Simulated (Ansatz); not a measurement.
Si2W in space group Cmcm (No. 63; Si on 4c, Si on 4c, W on 4c) at seven volumes, the program Ansatz at the PBE level (PAW), shape and atoms relaxed at each. One row is withheld.

| V (Å³/atom) | P (GPa) |
|---|---|
| 13.707 | 16.30 |
| 14.159 | 9.86 |
| 14.611 | 4.30 |
| 15.063 | -0.01 |
| 15.515 | -3.75 |
| 15.967 | ? |
| 16.419 | -8.92 |

Fit the shown pressures and predict the withheld one.

P = (3/2)B₀(x^(7/2) − x^(5/2))[1 + (3/4)(B′ − 4)(x − 1)] with x = (V₀/V)^(2/3). Least squares on the six rows gives V₀ = 15.056 Å³/atom, B₀ = 133 GPa, B′ = 5.78. At V = 15.967, x = 0.9616 and P = -6.59 GPa. The run itself gave -6.65 GPa.

A made-up cell: these elements were put on the sites of a structure type; neither database checked (COD, Materials Project) lists it. It is not the phase usual at ambient conditions (space group No. 139). Symmetry was held in the PBE relaxation; its stability against distortions is not shown here. No spin polarisation was allowed. Scalar-relativistic: spin–orbit coupling is off unless named, which matters more the heavier the elements.

Potentials: the later of the program's two PAW sets.
